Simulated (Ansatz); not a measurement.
# BaSrLaWO6, one structure, two calculations

Cell: a computed structure from the Materials Project (it need not be an observed phase), taken as it stands.

```cif
data_BaSrLaWO6
_symmetry_space_group_name_H-M 'P-1'
_symmetry_Int_Tables_number 2
_cell_length_a 6.0762
_cell_length_b 6.1211
_cell_length_c 8.5926
_cell_angle_alpha 90.269
_cell_angle_beta 90.868
_cell_angle_gamma 90.245
loop_
_atom_site_label
_atom_site_type_symbol
_atom_site_symmetry_multiplicity
_atom_site_Wyckoff_symbol
_atom_site_fract_x
_atom_site_fract_y
_atom_site_fract_z
Ba Ba 2 i 0.5097 0.5357 0.2482
Sr Sr 2 i 0.9905 0.0416 0.2529
La5 La 1 c 0.0000 0.5000 0.0000
La6 La 1 f 0.5000 0.0000 0.5000
W7 W 1 d 0.5000 0.0000 0.0000
W8 W 1 g 0.0000 0.5000 0.5000
O9 O 2 i 0.2316 0.1868 0.9558
O10 O 2 i 0.2637 0.6921 0.5345
O13 O 2 i 0.3048 0.7345 0.9540
O14 O 2 i 0.1858 0.2246 0.5457
O17 O 2 i 0.4108 0.9942 0.2251
O18 O 2 i 0.0739 0.4742 0.2735
```

One atom of each set is listed.

First run. Computed with Ansatz: DFT, PBE, plane waves and PAW, scalar-relativistic, collinear spin, 420 eV cutoff, Γ-centred 4×4×3 k-points, Fermi–Dirac smearing 0.02 eV. Start moments as typed (μB): 1 on each W, none on the rest.

```json
{"site": "Ba", "V_zz (10²¹ V/m²)": "-6.19", "η": "0.58", "m (μB)": "0.01"}
{"site": "Sr", "V_zz (10²¹ V/m²)": "-4.38", "η": "0.42", "m (μB)": "0.01"}
{"site": "La5", "V_zz (10²¹ V/m²)": "-5.18", "η": "0.29", "m (μB)": "0.03"}
{"site": "La6", "V_zz (10²¹ V/m²)": "-4.46", "η": "0.61", "m (μB)": "0.03"}
{"site": "W7", "V_zz (10²¹ V/m²)": "-9.96", "η": "0.47", "m (μB)": "0.42"}
{"site": "W8", "V_zz (10²¹ V/m²)": "-10.32", "η": "0.70", "m (μB)": "0.41"}
{"site": "O9", "V_zz (10²¹ V/m²)": "1.33", "η": "0.61", "m (μB)": "0.01"}
{"site": "O10", "V_zz (10²¹ V/m²)": "-1.21", "η": "0.13", "m (μB)": "0.00"}
{"site": "O13", "V_zz (10²¹ V/m²)": "-1.65", "η": "0.90", "m (μB)": "0.01"}
{"site": "O14", "V_zz (10²¹ V/m²)": "2.13", "η": "0.67", "m (μB)": "0.00"}
{"site": "O17", "V_zz (10²¹ V/m²)": "1.43", "η": "0.42", "m (μB)": "0.00"}
{"site": "O18", "V_zz (10²¹ V/m²)": "-1.12", "η": "0.99", "m (μB)": "0.00"}
```

Second run. The same atoms and settings, except that the mesh is 6×6×4 and the Fermi–Dirac smearing is 0.05 eV.

(1) What does the second run give?

Results:

(1) 

```csv
site,V_zz,η,change of V_zz,m (μB)
Ba,-6.22,0.58,-0.03,0.01
Sr,-4.37,0.43,+0.01,0.01
La5,-5.17,0.29,+0.01,0.03
La6,-4.52,0.61,-0.06,0.03
W7,-8.04,0.45,+1.92,0.41
W8,-9.46,0.87,+0.86,0.40
O9,1.34,0.63,+0.01,0.01
O10,-1.18,0.13,+0.03,0.00
O13,-1.71,0.84,-0.06,0.01
O14,2.12,0.72,-0.01,0.00
O17,1.42,0.45,-0.01,0.00
O18,-1.12,0.97,0.00,0.00
```

The largest change of V_zz is on W7, from -9.96 to -8.04. In per cent, |V_zz| changes by +1 on Ba, 0 on Sr, 0 to +1 on La, -19 to -8 on W, 0 on O (all sites that start above 2). Where |V_zz| stays above 0.1, η moves most on W8, from 0.70 to 0.87.

The largest force is 0.9 eV/Å, so the atoms aren't at the calculated equilibrium and relaxing them would move these values. Without spin–orbit coupling the gradients at and beside W can be off by some per cent, at some sites by more. Semilocal functionals make gaps too small and can close them, so the real compound need not be a metal. All moments are parallel here, as the start or the cell imposes; many such compounds order antiparallel, where fields and spin densities carried over to other atoms largely cancel. The magnetic order is the one that the run reached from its start moments, not necessarily the measured one (the real compound may not order at all).
